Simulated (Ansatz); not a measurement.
WO₃:
```
WO3
1.0
    7.38932     0.00000     0.00000
   -3.69466     6.39934     0.00000
    0.00000     0.00000     3.79952
W O
3 9
Direct
  0.50000   0.50000   0.00000
  0.00000   0.50000   0.00000
  0.50000   0.00000   0.00000
  0.21456   0.42912   0.00000
  0.78544   0.57088   0.00000
  0.78544   0.21456   0.00000
  0.21456   0.78544   0.00000
  0.57088   0.78544   0.00000
  0.42912   0.21456   0.00000
  0.00000   0.50000   0.50000
  0.50000   0.00000   0.50000
  0.50000   0.50000   0.50000
```

Relaxed with PBEsol.

Task: Map the electron localisation function on the plane through (0.500, 0.500, 0.000) spanned by u = [1, 1, 0] and v = [1, -1, 0] in lattice vectors, from DFT-PBEsol in the program Ansatz with PAW potentials.

Result: x is the fraction of u, y of v (the angle between them is 90°; rows are the nearest grid lines); atoms in the plane: W at (0.00, 0.00), W at (0.50, 0.50), W at (0.25, 0.25), W at (0.75, 0.75), W at (0.25, 0.75), W at (0.75, 0.25), O at (0.32, 0.39), O at (0.82, 0.89), O at (0.18, 0.11), O at (0.68, 0.61).
```
|01786211000000000000000000000011268710|
|88633699987531000000000013578999633688|
|22259999999852000000000025899999995222|
|12699866899841002455420014899866899621|
|00024554322111489999998411122345542000|
|88742378756884389744798348865787324788|
|89983388200686259999995268600288338998|
|56997236887642111233211124678863279965|
|99863112579999985200258999997521136899|
|11000037998535898411489853589973000011|
|00000147899999973222237999999874100000|
|00000000123432258755785223432100000000|
|00000000123432258755785223432100000000|
|00000147899999973222237999999874100000|
|11000037998535898411489853589973000011|
|99863112579999985200258999997521136899|
|56997236887642111233211124678863279965|
|89983388200686259999995268600288338998|
|88742378756884389744798348865787324788|
|00024554322111489999998411122345542000|
|12699866899841002455420014899866899621|
|22259999999852000000000025899999995222|
|88633699987531000000000013578999633688|
|01786211000000000000000000000011268710|
```
Scale: ten equal steps from 0.000 (start of '0') to 0.834 (end of '9'), in the order '0123456789'; x runs from 0.000 to 1.00, y from 0.000 (bottom) to 1.00 (top).

The density is the valence pseudo-density with augmentation charge, so density and ELF within about 1 Å of a nucleus are not all-electron values.

Space group P6/mmm. The workflow started from a Materials Project entry (that database holds measured and hypothetical structures alike); the Crystallography Open Database files this formula in space group No. 191, but the cells were not matched. Its standing as an ambient phase is unchecked. The cell was relaxed with PBEsol under the symmetry of its start; whether a distortion lowers the energy is not shown. No spin polarisation was allowed. No Hubbard U is applied. Spin–orbit coupling is left out wherever it is not named.

Potentials: the later of the program's two PAW sets.
